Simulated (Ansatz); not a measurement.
Data sheet: AlPd (DFT)

AlPd:
```cif
data_Al4Pd4
_chemical_formula_sum 'Al4 Pd4'
_space_group_name_H-M_alt 'P213'
_space_group_IT_number 198
_space_group_name_Hall 'P 2ac 2ab 3'
_cell_length_a 4.84989
_cell_length_b 4.84989
_cell_length_c 4.84989
_cell_angle_alpha 90.000
_cell_angle_beta 90.000
_cell_angle_gamma 90.000
loop_
_atom_site_label
_atom_site_type_symbol
_atom_site_symmetry_multiplicity
_atom_site_Wyckoff_symbol
_atom_site_fract_x
_atom_site_fract_y
_atom_site_fract_z
_atom_site_occupancy
Al1 Al 4 a 0.84435 0.84435 0.84435 1
Pd1 Pd 4 a 0.14754 0.14754 0.14754 1
```

Space group P2_13 (No. 198); conventional cell a = 4.850 Å, b = 4.850 Å, c = 4.850 Å, α = 90.00°, β = 90.00°, γ = 90.00°.

Method: PBEsol in the plane-wave PAW code Ansatz. Geometry: relaxed at this level of theory. Other levels are named where they apply.

**Cell and energy**

```json
{
 "volume_per_atom": "14.26 Å³",
 "density": "7.77 g/cm³",
 "Formation energy from the elements (no fitted shifts)": "-0.93 eV/atom"
}
```

**Electronic structure**

```json
{
  "electronic_character": "metallic (no gap)",
  "Density of states at the Fermi level": "0.23 states/eV per atom (mean over ±0.08 eV)",
  "Gap with spin–orbit coupling": "none (metallic)"
}
```

**Mechanics**

```json
{
  "Bulk modulus (Birch–Murnaghan fit)": "166 GPa",
  "Pressure derivative B′": "4.8",
  "Elastic constants (relaxed ions, GPa)": "C11 = 272, C12 = 113, C44 = 70.6",
  "mechanical_stability": "stable (all eigenvalues of C positive)",
  "hill_bulk_and_shear_moduli": "166 and 74.1 GPa",
  "Young's modulus": "194 GPa",
  "Poisson's ratio": "0.31",
  "debye_temperature_from_the_elastic_constants": "424 K"
}
```

**Phonons**

```json
{
 "highest_zone_centre_frequency": "344 cm⁻¹",
 "zone_centre_stability": "no imaginary mode at Γ"
}
```

The first step of the workflow began from a Materials Project structure, measured or hypothetical; the Crystallography Open Database copy checked does not list it. With Al and Pd taken as one species the cell has the higher symmetry Pa-3, so it may be an ordered model of a mixed-site phase. Whether it is the stable phase at ambient conditions was not checked. Symmetry was held in the PBEsol relaxation. The run is not spin-polarised. As this level gives no gap, shear constants depend on the k-mesh and smearing (Fermi–Dirac, 0.1 eV here). As this level gives no gap, phonon frequencies hold no LO–TO term and depend on the k-mesh and smearing (Fermi–Dirac, 0.1 eV here). The references are the lowest solids computed at this level, not always the standard phases. Spin–orbit coupling is left out wherever it is not named.

Potentials: the earlier of the program's two PAW sets. The files were generated under PBE; for other functionals the program regenerates the frozen cores, and for LDA and PBEsol the local potential too.
